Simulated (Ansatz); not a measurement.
Data:

ZrRu:
```cif
data_RuZr
_chemical_formula_sum 'Ru1 Zr1'
_space_group_name_H-M_alt 'Pm-3m'
_space_group_IT_number 221
_space_group_name_Hall '-P 4 2 3'
_cell_length_a 3.23245
_cell_length_b 3.23245
_cell_length_c 3.23245
_cell_angle_alpha 90.000
_cell_angle_beta 90.000
_cell_angle_gamma 90.000
loop_
_atom_site_label
_atom_site_type_symbol
_atom_site_symmetry_multiplicity
_atom_site_Wyckoff_symbol
_atom_site_fract_x
_atom_site_fract_y
_atom_site_fract_z
_atom_site_occupancy
Ru1 Ru 1 a 0.00000 0.00000 0.00000 1
Zr1 Zr 1 b 0.50000 0.50000 0.50000 1
```

This is the PBEsol-relaxed structure.

All from plane-wave PAW PBEsol (Ansatz code), unless another level is named. Estimate the Debye temperature from the elastic constants.

386 K.

Give the elastic constants (relaxed ions, GPa).

C11 = 351, C12 = 122, C44 = 67.7.

The workflow started from an entry of the Crystallography Open Database (COD). Its standing as an ambient phase is unchecked. The cell was relaxed with PBEsol under the symmetry of its start; its stability against distortions is not shown here. No spin polarisation was allowed. As this level gives no gap, shear constants depend on the k-mesh and smearing (Fermi–Dirac, 0.1 eV here).

Potentials: the later of the program's two PAW sets.
